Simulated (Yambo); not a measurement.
A G0W0@PBEsol run in Yambo for NaCuO2 (space group C2/m, No. 12) (6×6×2 Γ-centred k mesh, bands 6 to 94 and a 8 Ry block in the screening, 94 bands in G with the Bruneval-Gonze terminator, plasmon pole fitted at 27.2 eV) gives these matrix elements, in eV, at the band edges ((0, 0, -0.5) → (0.167, -0.167, -0.5)):

| state | E0 | <Vxc> | <Σx> | <Σc(E0)> | Z |
|---|---|---|---|---|---|
| valence edge | 0.000 | -25.079 | -32.126 | 6.292 | 0.742 |
| conduction edge | 0.526 | -25.715 | -22.219 | -2.079 | 0.753 |

Q: Solve the linearised quasiparticle equation for both states, give the gap, and say how exchange and correlation each act on it.

A: E = E0 + Z(Σx + Σc − Vxc). Valence: 0.000 + 0.742 × (-32.126 + (6.292) − (-25.079)) = -0.56 eV. Conduction: 0.526 + 0.753 × (-22.219 + (-2.079) − (-25.715)) = 1.59 eV. The gap is 2.15 eV, against 0.53 eV in PBEsol. Replacing Vxc by bare exchange alone would open it by 10.54 eV; correlation takes back 8.37 eV of that, and Z scales what is left. Nearest settings tried, and what they do to the gap: 2 Ry block (21 vectors against 119): +736 meV. Not varied: bands in G, bands in W, mesh. So the settings aren't converged at that level. Oxides, nitrides and fluorides with a shallow 3d shell are known to need far more bands and larger blocks. The mesh misses a band edge: along a dense path the PBEsol gap is 0.46 eV against 0.53 eV on the mesh. The 3d shell has no Hubbard U; the runs are without spin polarisation, and magnetic order was not tried.

Geometry relaxed with PBEsol; primitive cell a = 3.519 Å, b = 3.519 Å, c = 6.056 Å, α = 118.05°, β = 118.05°, γ = 45.74°.
